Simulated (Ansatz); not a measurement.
A: AlNi₃ (Cu3Au type), a = b = c = 3.5668 Å, α = β = γ = 90.00°
B: BeSe (zinc blende), a = 5.178 Å, b = 5.178 Å, c = 5.178 Å, α = 90.00°, β = 90.00°, γ = 90.00°
C: AlRu (CsCl type), a = b = c = 3.0037 Å, α = β = γ = 90.00°

Scan: energy over volume and axial ratio (atoms clamped). One method and one kind of scan serve all of them; meshes and ranges differ. AlRu is run without spin polarisation. All were relaxed with their symmetry unable to fall. Relaxed AlNi3 ends ferromagnetic. The magnetic order is the one the run started from; other orders were not tried. (This holds for the magnetic or f-shell members.)

Task: Put the candidates in order of shear modulus C′ = (C11 − C12)/2 (fitted), lowest first, for PBE (plane waves to 420 eV, PAW, scalar-relativistic; Ansatz, an electronic-structure program).

Result: B (39 GPa), A (47 GPa), C (86 GPa)

(Under strain, the slope of the energy per volume gives the stress and its curvature an elastic modulus.)
